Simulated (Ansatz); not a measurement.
ZrN (rock salt, Fm-3m) at seven volumes, PBEsol (plane waves, PAW; program Ansatz), scaled uniformly. One row is withheld.

| V (Å³/atom) | P (GPa) |
|---|---|
| 10.730 | 31.05 |
| 11.084 | 19.01 |
| 11.437 | 8.75 |
| 11.791 | -0.01 |
| 12.145 | -7.47 |
| 12.499 | ? |
| 12.852 | -19.26 |

Task: Fit the shown pressures and predict the withheld one.

Result: P = (3/2)B₀(x^(7/2) − x^(5/2))[1 + (3/4)(B′ − 4)(x − 1)] with x = (V₀/V)^(2/3). Least squares on the six rows gives V₀ = 11.791 Å³/atom, B₀ = 269 GPa, B′ = 4.29. At V = 12.499, x = 0.9619 and P = -13.84 GPa. The run itself gave -13.84 GPa.

Symmetry was held in the PBEsol relaxation. The run is not spin-polarised.

Potentials: the later of the program's two PAW sets.
